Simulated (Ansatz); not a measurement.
A geometry of SnTe away from equilibrium: step 2 of the relaxation of a relaxed SnTe cell displaced along its unstable phonon at q = Γ (84i cm⁻¹), largest move 0.15 Å. All values below come from PBE (plane waves to 420 eV, PAW, scalar-relativistic; Ansatz, an electronic-structure program). Γ-centred k-mesh 6×6×7 on the run's cell (coarser than for final values), Fermi–Dirac smearing 0.05 eV.

```
CELL_PARAMETERS angstrom
      7.01260     0.00000     0.00000
     -3.50630     6.10127     0.00000
      0.00000     0.00000     4.84694
ATOMIC_POSITIONS crystal
  Sn 0.50114 0.00227 0.00000
  Sn 0.51630 0.51750 0.00000
  Sn 0.00120 0.51750 0.00000
  Te 0.98202 0.96404 0.00000
  Te 0.33437 0.66875 0.50000
  Te 0.66594 0.33187 0.50000
```

Problem. Give the Cartesian forces on all atoms (eV/Å).

Solution. 
```tsv
atom	Fx	Fy	Fz
Sn1	0.00	0.01	0.00
Sn2	0.12	0.23	0.00
Sn3	-0.12	0.23	0.00
Te4	0.00	-0.41	0.00
Te5	0.00	-0.01	0.00
Te6	0.00	-0.05	0.00
```

Problem. What is the pressure?

Solution. +0.1 GPa, compression positive.

Problem. How far above the relaxed end point is this geometry?

Solution. 0.05 eV/atom; the path ends in Amm2 (No. 38).

No spin polarisation in the result.

The run could not lose the symmetry of its start: the end is stationary, and may be a saddle point rather than a minimum.

The end of the path is a generated cell of SnTe: the first start was made by placing the elements on the sites of a structure type, and the end was not matched to a known phase here, so it may be hypothetical. Known forms of SnTe include space group No. 225.
